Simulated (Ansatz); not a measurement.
Problem. Each is relaxed and computed with the program Ansatz at the r²SCAN level (PAW). Which is the only one with a gap?
A) LaMg2Si2, P4/mmm (La on 1a, Mg on 2e, Si on 2h)
B) Mg2BBrN2, C2/c (Mg on 8f, B on 4e, Br on 4e, N on 8f)
C) BAs, P-6m2 (B on 1a, As on 1f)
D) EuBPd3, cubic perovskite

Solution. B, Mg2BBrN2, C2/c (Mg on 8f, B on 4e, Br on 4e, N on 8f). Mg2BBrN2: gap 3.97 eV (indirect); LaMg2Si2: metal; BAs: metal; EuBPd3: metal. The 4f shell is in the valence, and the state reached may lie above the lowest one. Spin orders computed, not proven ground states: EuBPd3, cubic perovskite ferromagnetic. Constructed cells (a structure type filled with these elements, in neither database checked): BAs, P-6m2 (B on 1a, As on 1f). Not the usual ambient phase: BAs, P-6m2 (B on 1a, As on 1f). Standing as an ambient phase not checked: Mg2BBrN2, C2/c (Mg on 8f, B on 4e, Br on 4e, N on 8f); LaMg2Si2, P4/mmm (La on 1a, Mg on 2e, Si on 2h); EuBPd3, cubic perovskite. All cells were relaxed under the symmetry of their starts (and spin orders); stability against distortions was not tested throughout. No Hubbard U is applied. Spin–orbit coupling is left out wherever it is not named.

Potentials: the later of the program's two PAW sets.
